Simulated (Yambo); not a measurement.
Yambo run on WO3 (space group P6/mmm, No. 191). The wavefunctions are norm-conserving PBEsol (Quantum ESPRESSO, 84 Ry, without SOC) ones on a 3×3×4 mesh (48 occupied bands); a = 7.4029 Å, b = 7.4029 Å, c = 3.8064 Å, α = 90.00°, β = 90.00°, γ = 120.00°.

Yambo input:

```
rim_cut
HF_and_locXC
RandQpts= 1000000
RandGvec= 1 Ry
EXXRLvcs= 84 Ry
VXCRLvcs= 336 Ry
% QPkrange
 1 | 1 | 48 | 49 |
 3 | 3 | 48 | 49 |
 4 | 4 | 48 | 49 |
 7 | 7 | 48 | 49 |
 9 | 9 | 48 | 49 |
%
```

k points by index: 1 = Γ, 3 = A, 4 = (0, 0.333, 0), 7 = K, 9 = H.

The o-*.hf file then holds:

```
#    K-point    Band    Eo [eV]    Ehf [eV]    Vxc [eV]    Vnlxc [eV]
#
    1    48    -1.026347    -5.925497    -20.21388    -25.11303
    1    49    0.624437    5.465010    -16.41798    -11.57741
    3    48    0.000000    -5.023358    -20.31216    -25.33552
    3    49    2.526893    7.332412    -18.48081    -13.67529
    4    48    -0.816864    -5.708331    -19.70575    -24.59722
    4    49    0.689070    5.581252    -16.50524    -11.61306
    7    48    -0.588147    -5.549639    -19.95283    -24.91432
    7    49    1.740682    6.125584    -17.68787    -13.30297
    9    48    -0.221185    -5.271707    -20.05936    -25.10988
    9    49    2.548994    7.464453    -17.79965    -12.88419
```
Exchange alone, without screening.

Geometry of the Materials Project entry, not relaxed at this level.
